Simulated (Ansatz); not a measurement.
**¹⁷O NMR of the central transition in V2O5**

Cell: a measured structure from the Crystallography Open Database (COD), atoms as given.

Space group Pmmn:1 (No. 59); a = 3.5640, b = 11.5120, c = 4.3680 Å.

| site | Wyckoff | site symmetry | x | y | z |
| --- | --- | --- | --- | --- | --- |
| V | 4e | m.. | 0.0000 | 0.8512 | 0.1083 |
| O5 | 4e | m.. | 0.0000 | 0.8543 | 0.4690 |
| O9 | 4e | m.. | 0.0000 | 0.6811 | 0.9970 |
| O13 | 2a | mm2 | 0.0000 | 0.0000 | 0.9990 |

One atom of each set is listed.

All values are calculated (Ansatz; DFT, PBE, plane waves and PAW, scalar-relativistic, 420 eV cutoff, Γ-centred 7×2×6 k-points, Fermi–Dirac smearing 0.02 eV), not measured.

¹⁷O has I = 5/2 and Q = -25.58 mb (Pyykkö 2018); at 11.7 T its Larmor frequency is ν₀ = 67.6 MHz. Only the quadrupole interaction is simulated: positions count from each site's isotropic chemical shift, and J coupling is left out, as are shift anisotropy and dipolar coupling, which fast spinning averages.

(1) Simulate the second-order pattern (fast magic-angle spinning, Gaussian broadening 0.06 kHz) of site O13 (2 V at 1.78 Å, angle 149°).

Results:

(1) The calculation gives C_Q = 3.75 MHz and η = 0.03, so ν_Q = 0.563 MHz and the centre of gravity lies at -18.5 ppm (-1.25 kHz).

(offset (kHz), height): (-3.265, 0), (-3.188, 0), (-3.111, 3), (-3.033, 4), (-2.956, 4), (-2.879, 4), (-2.801, 4), (-2.724, 4), (-2.647, 4), (-2.569, 4), (-2.492, 5), (-2.415, 5), (-2.337, 5), (-2.260, 5), (-2.183, 5), (-2.105, 5), (-2.028, 10), (-1.950, 69), (-1.873, 59), (-1.796, 42), (-1.718, 36), (-1.641, 33), (-1.564, 31), (-1.486, 30), (-1.409, 29), (-1.332, 29), (-1.254, 29), (-1.177, 29), (-1.100, 29), (-1.022, 30), (-0.945, 32), (-0.868, 33), (-0.790, 36), (-0.713, 40), (-0.636, 47), (-0.558, 62), (-0.481, 100), (-0.404, 30), (-0.326, 0), (-0.249, 0)

At O13 V_zz points along the bisector of its two bonds (within 1°).

At this cell the principal stresses reach 5 GPa in size with PBE, which can matter for small gradients. The largest force is 0.4 eV/Å, so the atoms aren't at the calculated equilibrium and relaxing them would move these values.
